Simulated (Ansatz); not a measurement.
## LuTl$_{3}$: stiffness from a series of strains

```xyz
4
Lattice="4.6530 0.0000 0.0000 0.0000 4.6530 0.0000 0.0000 0.0000 4.6530" Properties=species:S:1:pos:R:3 pbc="T T T"
Lu    0.0000    0.0000    0.0000
Tl    0.0000    2.3265    2.3265
Tl    2.3265    0.0000    2.3265
Tl    2.3265    2.3265    0.0000
```

Atoms are numbered in the order listed.

The cell is COD entry 1538927, as deposited and not checked against the literature; nothing was relaxed.

No spin–orbit coupling, which matters for the heavy atoms here.

Level of theory: Ansatz 0.2.0, DFT, PBEsol, all-electron LAPW, scalar-relativistic.

Sampling and basis: a Γ-centred 7×7×7 k mesh, Fermi–Dirac smearing of 0.08 eV, basis error target 1 meV/atom, no spin polarisation.

The strain is applied along the Cartesian axes of the cell as listed (γ is the engineering shear, twice εxy = εyz = εzx). Fractional coordinates are held (clamped ions).

σ is the change of stress from the unstrained cell, which is at -0.31 GPa; tension is positive, so slopes are stress–strain coefficients at that pressure. In a metal the k mesh adds noise.

Only quantities that a quadratic follows smoothly over the whole series are listed; rougher ones are left out.

| γ | σxy (GPa) |
| --- | --- |
| -0.0200 | -0.39 |
| -0.0100 | -0.20 |
| 0.0000 | 0.00 |
| 0.0200 | 0.39 |

Question: Fit the series and read off the stiffness at zero strain.

Answer: Least-squares fits y = p0 + p1 x + p2 x² to the rows give σxy (GPa): p1 = 19.5, p2 = 4.5. So C44 (clamped ions) = 20 GPa.

Question: One run, at γ = 0.0100, is withheld. Predict its row.

Answer: The fits give 0.19; the run gave 0.20.
